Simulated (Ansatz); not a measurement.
Nb$_{2}$O$_{5}$:
```
Nb2O5
1.0
    6.39724     2.44653     0.00000
   -6.39724     2.44653     0.00000
   -1.40195     0.00000     5.39929
Nb O
4 10
Direct
  0.10198   0.38256   0.24902
  0.89802   0.61744   0.75098
  0.38256   0.10198   0.25098
  0.61744   0.89802   0.74902
  0.13548   0.72454   0.12800
  0.86452   0.27546   0.87200
  0.72454   0.13548   0.37200
  0.27546   0.86452   0.62800
  0.89428   0.89428   0.75000
  0.10572   0.10572   0.25000
  0.55518   0.33542   0.97330
  0.44482   0.66458   0.02670
  0.33542   0.55518   0.52670
  0.66458   0.44482   0.47330
```

Relaxed with r²SCAN.

Q: Map the valence electron density (e/Å³), cut off at 2 on the plane through (0.102, 0.383, 0.249) spanned by u = [1, 1, 0] and v = [1, -1, 0] in lattice vectors, from DFT-r²SCAN in the program Ansatz with PAW potentials.

A: x is the fraction of u, y of v (the angle between them is 90°; rows are the nearest grid lines); atoms in the plane: Nb at (0.00, 0.00), Nb at (0.50, 0.50), Nb at (0.00, 0.28), Nb at (0.50, 0.78), O at (0.36, 0.64), O at (0.86, 0.14).
```
y \ x   0.000  0.0833  0.167  0.292  0.375  0.458  0.542  0.625  0.708  0.833  0.917   1.00
------  -----  ------  -----  -----  -----  -----  -----  -----  -----  -----  -----  -----
1.00     2.00    2.00   1.33  0.125  0.066  0.042  0.058  0.116  0.189   1.36   2.00   2.00
0.925   0.642   0.526  0.366  0.163  0.080  0.099  0.329   1.01   1.37  0.506  0.436  0.642
0.850   0.170   0.613   1.36  0.785  0.484  0.794  0.865  0.460  0.262  0.095  0.067  0.170
0.775   0.041   0.070  0.128  0.457   2.00   2.00   2.00   2.00  0.441  0.095  0.051  0.041
0.700   0.026   0.030  0.105  0.700   1.18  0.963  0.511  0.194  0.113  0.091  0.053  0.026
0.625   0.018   0.046  0.271   2.00   2.00   2.00  0.538  0.118  0.051  0.036  0.025  0.018
0.550   0.032   0.027  0.057  0.271   1.04   2.00   2.00  0.921  0.227  0.129  0.070  0.032
0.450   0.124   0.417  0.888  0.684   1.03   2.00   2.00  0.971  0.226  0.068  0.051  0.124
0.375   0.245   0.411  0.565  0.287  0.125  0.122  0.348  0.966   1.24  0.393  0.202  0.245
0.300    2.00    2.00   1.06  0.101  0.053  0.047  0.105  0.249  0.375   1.19   2.00   2.00
0.225    2.00    1.32  0.325  0.143  0.094  0.045  0.025  0.038  0.103  0.499   1.50   2.00
0.150    1.35   0.244  0.067  0.037  0.028  0.019  0.024  0.111  0.774   2.00   2.00   1.35
0.0750  0.851   0.407  0.157  0.117  0.082  0.041  0.024  0.048  0.179  0.799   1.03  0.851
0.000    2.00    2.00   1.33  0.125  0.066  0.042  0.058  0.116  0.189   1.36   2.00   2.00
```

The density is the valence pseudo-density with augmentation charge, so density and ELF within about 1 Å of a nucleus are not all-electron values.

Space group C2/c. The workflow started from a Materials Project entry (that database holds measured and hypothetical structures alike); the Crystallography Open Database files this formula in space group No. 15, but the cells were not matched. Whether it is the stable phase at ambient conditions was not checked. The r²SCAN relaxation kept the symmetry of its start; its stability against distortions is not shown here. The run is not spin-polarised.

Potentials: the later of the program's two PAW sets.
